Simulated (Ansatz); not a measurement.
Ansatz input

```yaml
crystal:
  lattice:
    - [0.0, 3.3060946705, 3.3060946705]
    - [3.3060946705, 0.0, 3.3060946705]
    - [3.3060946705, 3.3060946705, 0.0]
  atoms:
    - { symbol: In, position: [0.125, 0.125, 0.125] }
    - { symbol: In, position: [0.875, 0.875, 0.875] }
hamiltonian:
  xc: r2scan
  pseudopotentials:
    kind: paw_fr
    azcp:
      In: "pseudopotentials/In.paw.azcp"
basis:
  ecutwfc: 500
  fft_grid_basis: typed
kpoints:
  mp_grid: { grid: [8, 8, 8], shift: [0, 0, 0] }
magnetization:
  noncollinear: true
  spin_orbit: true
scf:
  occupations: { method: fermi_dirac, width: 0.1 }
```

Output

```
Engine: ansatz 0.2.0, x86_64-unknown-linux-gnu
Pseudopotentials: kind: paw_fr
Pseudopotential: In, paw_fr, valence charge 13, recommended cutoff 500 eV (meta_gga) 
Functional definition: r2SCAN
  parameter k0 = 0.174
  parameter k1 = 0.065
  parameter a1 = 4.9479
  exchange = r2scan_x(k0 = k0, k1 = k1, a1 = a1)
  correlation = r2scan_c
non-collinear run that drives no moment, with spin-orbit: no starting moment large enough to seed its density (crystal.atoms[].spin), no starting occupations that ask for one, no magnetisation constraint and no magnetic field, so the semilocal B_xc is pinned to zero
Crystal: 2 atoms, lattice volume = 72.273 Å³
Basis set: ecut = 500 eV, 1837 PW (Γ), exchange–correlation on 144×144×144 points (64 copies of the dense FFT grid, shifted against one another)
Bands: 34, of which v1, the nominal top of the filled ones, is band 26 counted from 1 (25 counted from 0)
Symmetry: 48 space group operations + 48 with time reversal
Magnetic group: BNS 227.129 (UNI 1631), of the structure as read, at distance tolerance 4.2e-5 Å
k-points: 29 of 512
Projection manifold: j_resolved (fully-relativistic pseudo-atomic orbitals)
Non-local potential: In, projectors of the file, l = 0: 2, l = 1: 4, l = 2: 4, l = 3: 4
PAW form: soft (Blöchl's): semilocal exchange-correlation on the pseudo side does not see the compensation charge
PAW frozen core: In, regenerated for the run's functional (the file was generated under x = pbe(κ = 0.804, μ = 0.2195149727645171), c = pbe(β = 0.06672455060314922))
PAW one-centre angular grid: In, 590 points (default); XC on 281 of its mesh's 2783 points in the sphere
Initial density: superposition of atomic densities (chi_scale 0.1, normalization cell)
Initial wavefunctions: pseudopotential atomic-orbital guess
Functional: x = r2scan, c = r2scan; τ floored in thin density (d = 2e-4 eV/Å³)
iter 1 solved again at ethr=3.69e-4 eV; its pass at ethr=3.10e-3 eV (dr2=9.60e-2 eV) is discarded
SCF iter   1: F=—  HF=-11203.759144 eV  |F-HF|=—  |Δ(HF+E_count)|=         —  Δρ=1.41e-2  dr2=9.91e-2  dr2_τ=1.30e-3  dr2_m=0.00e0 (ungated)  ethr=3.69e-4  |M|=0.00e0 ∫|m|=0.00e0 μB  |m|>n=0.0e0 m-floor=0.0e0 τ_xc=0.0e0  β_m=0.30  ⟨swp⟩=1.3  Hψ=3212  notcnv=0
spin=Noncollinear: Kerker preconditioning applied to the charge; magnetization (m_x, m_y, m_z) channels mix plain (no charge-response kernel on spin).
SCF iter   2: F=—  HF=-11203.809680 eV  |F-HF|=—  |Δ(HF+E_count)|=   5.05e-2  Δρ=1.18e-2  dr2=6.29e-2  dr2_τ=4.11e-4  dr2_m=0.00e0 (ungated)  ethr=3.69e-4  |M|=0.00e0 ∫|m|=0.00e0 μB  |m|>n=0.0e0 m-floor=0.0e0 τ_xc=0.0e0  β_m=0.65  ⟨swp⟩=2.9  Hψ=783  notcnv=0
SCF iter   3: F=—  HF=-11203.851866 eV  |F-HF|=—  |Δ(HF+E_count)|=   4.22e-2  Δρ=1.66e-3  dr2=2.49e-3  dr2_τ=4.83e-5  dr2_m=0.00e0 (ungated)  ethr=2.42e-4  |M|=0.00e0 ∫|m|=0.00e0 μB  |m|>n=0.0e0 m-floor=0.0e0 τ_xc=0.0e0  β_m=0.71  ⟨swp⟩=3.0  Hψ=988  notcnv=0
SCF iter   4: F=—  HF=-11203.853097 eV  |F-HF|=—  |Δ(HF+E_count)|=   1.23e-3  Δρ=8.17e-4  dr2=8.51e-4  dr2_τ=7.01e-7  dr2_m=0.00e0 (ungated)  ethr=9.58e-6  |M|=0.00e0 ∫|m|=0.00e0 μB  |m|>n=0.0e0 m-floor=0.0e0 τ_xc=0.0e0  β_m=0.85  ⟨swp⟩=1.1  Hψ=521  notcnv=0
SCF iter   5: F=—  HF=-11203.853366 eV  |F-HF|=—  |Δ(HF+E_count)|=   2.70e-4  Δρ=2.65e-4  dr2=1.02e-4  dr2_τ=6.76e-8  dr2_m=0.00e0 (ungated)  ethr=3.27e-6  |M|=0.00e0 ∫|m|=0.00e0 μB  |m|>n=0.0e0 m-floor=0.0e0 τ_xc=0.0e0  β_m=0.93  ⟨swp⟩=2.0  Hψ=573  notcnv=0
SCF iter   6: F=—  HF=-11203.853372 eV  |F-HF|=—  |Δ(HF+E_count)|=   5.45e-6  Δρ=9.25e-5  dr2=4.55e-6  dr2_τ=2.17e-8  dr2_m=0.00e0 (ungated)  ethr=3.93e-7  |M|=0.00e0 ∫|m|=0.00e0 μB  |m|>n=0.0e0 m-floor=0.0e0 τ_xc=0.0e0  β_m=0.96  ⟨swp⟩=2.8  Hψ=862  notcnv=0
SCF iter   7: F=—  HF=-11203.853353 eV  |F-HF|=—  |Δ(HF+E_count)|=   1.83e-5  Δρ=1.44e-5  dr2=1.16e-7  dr2_τ=6.31e-10  dr2_m=0.00e0 (ungated)  ethr=1.75e-8  |M|=0.00e0 ∫|m|=0.00e0 μB  |m|>n=0.0e0 m-floor=0.0e0 τ_xc=0.0e0  β_m=0.98  ⟨swp⟩=2.8  Hψ=897  notcnv=0
SCF iter   8: F=-11203.853354 eV  HF=-11203.853354 eV  |F-HF|=1.43e-8  |Δ(HF+E_count)|=   3.43e-7  Δρ=3.07e-6  dr2=6.97e-9  dr2_τ=4.20e-11  dr2_m=0.00e0 (ungated)  ethr=3.85e-10  |M|=0.00e0 ∫|m|=0.00e0 μB  |m|>n=0.0e0 m-floor=0.0e0 τ_xc=0.0e0  ⟨swp⟩=2.8  Hψ=1016  notcnv=0
SCF 1 converged in 8 iterations: F = -11203.853354 eV  dr2 = 6.97e-9
SCF converged after 8 iterations
Magnetization: |M| = 0.0000 μB,  M = (+0.0000, +0.0000, +0.0000) μB
Absolute magnetization: 0.0000 μB (∫|m|)
  site 0: m = (+0.0000, +0.0000, +0.0000) μB, |m| = 0.0000 μB  (R = 1.18 Å)
  site 1: m = (+0.0000, +0.0000, +0.0000) μB, |m| = 0.0000 μB  (R = 1.18 Å)
Free energy (F): -11203.853354 eV
Harris-Foulkes:  -11203.853354 eV  (|F-HF|=1.43e-8)
Internal energy: -11203.802143 eV  (E = F + TS)
E sigma→0 (E₀):  -11203.827749 eV
Entropy (-TS):   -0.051210 eV (-25.605 meV/atom)
Fermi energy:    5.809948 eV
--- Per-component energies (eV) ---
  E_band       = -167.620883
  E_kinetic    = 482.663902
  E_local      = -2816.823246  (includes V_loc(G=0)·N_el)
  E_nonlocal   = 732.757032
  E_hartree    = 1125.147182
  E_xc         = -401.989475
  E_vxc        = -213.950416  (∫ρ·V_xc dr)
  E_paw        = -8344.957062  (= ΣΔE_a)
  E_vpaw       = -617.985485  (= ΣTr[D̂ρ^β])
  E_aug_tail   = 0.000016  (compensation charges beyond the density's cutoff)
  E_vtau       = 15.423661  (kinetic-family band-sum trace: ∫τ·v_τ [+ j·A + Jᵃ·Aᵃ] dr)
  E_ewald      = -1982.548941
  E_core_change = 1.948449  (= ΣΔE_core)
  E_smearing   = -0.051210  (= −TS)
  E_closure    = -0.000000  (closes the sum)
  Σ components = -11203.853354   (vs F -11203.853354, Δ=0.00e0)
```

Launched by

```sh
ansatz run input.yaml --threads 1 --pin off --max-ram 3584MiB --backend cpu --events-out ev --progress --plain --runs-dir out
```

On 1 thread of Intel(R) Xeon(R) Platinum 8259CL CPU @ 2.50GHz (Skylake/Cascade Lake) (shared host) this took about 35 s of wall time and 35 s of CPU time.
